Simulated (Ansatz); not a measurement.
Ga:
```cif
data_Ga8
_chemical_formula_sum 'Ga8'
_space_group_name_H-M_alt 'Cmce'
_space_group_IT_number 64
_space_group_name_Hall '-C 2ac 2'
_cell_length_a 4.47854
_cell_length_b 7.59552
_cell_length_c 4.48584
_cell_angle_alpha 90.000
_cell_angle_beta 90.000
_cell_angle_gamma 90.000
loop_
_atom_site_label
_atom_site_type_symbol
_atom_site_symmetry_multiplicity
_atom_site_Wyckoff_symbol
_atom_site_fract_x
_atom_site_fract_y
_atom_site_fract_z
_atom_site_occupancy
Ga1 Ga 8 f 0.00000 0.34405 0.41664 1
```
(The calculation used a cell of 4 atoms; values per cell refer to that cell.)

Relaxed with PBEsol.

Task: Which orbitals make up the states near the Fermi level in PBEsol (plane waves, PAW; program Ansatz)?

Result: Within 0.5 eV of the Fermi level: Ga 4p 81 %, Ga 4s 17 %. Projections are on Löwdin-orthogonalised atomic valence shells; empty p or d shells of many metals are not among them.

Task: Tabulate the density of states.

Result: States/eV per cell of 4 atoms, in 0.25 eV bins, energy from the Fermi level.

| E (eV) | total | Ga 4p | Ga 4s | Ga 3d |
|---|---|---|---|---|
| -7.85 | 0.87 | 0.41 | 0.45 | 0.01 |
| -7.60 | 0.90 | 0.41 | 0.47 | 0.01 |
| -7.35 | 1.02 | 0.46 | 0.54 | 0.01 |
| -7.10 | 1.13 | 0.52 | 0.60 | 0.01 |
| -6.85 | 1.10 | 0.51 | 0.58 | 0.01 |
| -6.60 | 0.87 | 0.40 | 0.45 | 0.01 |
| -6.35 | 0.79 | 0.38 | 0.40 | 0.01 |
| -6.10 | 1.13 | 0.56 | 0.55 | 0.01 |
| -5.85 | 1.12 | 0.56 | 0.54 | 0.01 |
| -5.60 | 1.20 | 0.61 | 0.57 | 0.01 |
| -5.35 | 1.26 | 0.66 | 0.59 | 0.01 |
| -5.10 | 1.22 | 0.62 | 0.57 | 0.01 |
| -4.85 | 1.18 | 0.60 | 0.56 | 0.01 |
| -4.60 | 1.13 | 0.57 | 0.54 | 0.01 |
| -4.35 | 1.09 | 0.54 | 0.52 | 0.01 |
| -4.10 | 0.95 | 0.50 | 0.43 | 0.01 |
| -3.85 | 0.90 | 0.51 | 0.38 | 0.01 |
| -3.60 | 1.02 | 0.65 | 0.35 | 0.01 |
| -3.35 | 1.30 | 0.86 | 0.42 | 0.01 |
| -3.10 | 1.50 | 1.03 | 0.45 | 0.01 |
| -2.85 | 1.36 | 0.98 | 0.36 | 0.01 |
| -2.60 | 1.35 | 1.02 | 0.31 | 0.01 |
| -2.35 | 1.36 | 1.06 | 0.28 | 0.01 |
| -2.10 | 1.45 | 1.17 | 0.26 | 0.01 |
| -1.85 | 1.64 | 1.36 | 0.26 | 0.01 |
| -1.60 | 1.93 | 1.64 | 0.27 | 0.01 |
| -1.35 | 2.11 | 1.82 | 0.26 | 0.02 |
| -1.10 | 1.87 | 1.61 | 0.23 | 0.01 |
| -0.85 | 1.62 | 1.39 | 0.20 | 0.01 |
| -0.60 | 1.44 | 1.22 | 0.19 | 0.01 |
| -0.35 | 1.18 | 0.99 | 0.17 | 0.01 |
| -0.10 | 0.82 | 0.68 | 0.13 | 0.01 |
| 0.15 | 0.50 | 0.40 | 0.09 | 0.00 |
| 0.40 | 0.78 | 0.59 | 0.17 | 0.01 |
| 0.65 | 1.33 | 0.92 | 0.37 | 0.01 |
| 0.90 | 1.71 | 1.07 | 0.57 | 0.01 |
| 1.15 | 2.26 | 1.39 | 0.77 | 0.02 |
| 1.40 | 1.99 | 1.29 | 0.62 | 0.01 |
| 1.65 | 1.78 | 1.20 | 0.50 | 0.01 |
| 1.90 | 1.46 | 0.99 | 0.40 | 0.01 |
| 2.15 | 1.44 | 0.98 | 0.38 | 0.01 |
| 2.40 | 1.73 | 1.20 | 0.43 | 0.01 |
| 2.65 | 1.74 | 1.23 | 0.41 | 0.01 |
| 2.90 | 1.92 | 1.35 | 0.44 | 0.01 |
| 3.15 | 1.95 | 1.38 | 0.44 | 0.01 |
| 3.40 | 1.79 | 1.28 | 0.38 | 0.01 |
| 3.65 | 1.77 | 1.30 | 0.33 | 0.01 |
| 3.90 | 2.04 | 1.50 | 0.37 | 0.01 |
| 4.15 | 1.78 | 1.29 | 0.33 | 0.01 |
| 4.40 | 1.96 | 1.43 | 0.32 | 0.01 |

The PBEsol relaxation kept the symmetry of its start; of distortions, only those at the zone centre were tested. Spin–orbit coupling is left out wherever it is not named.

Potentials: the later of the program's two PAW sets.
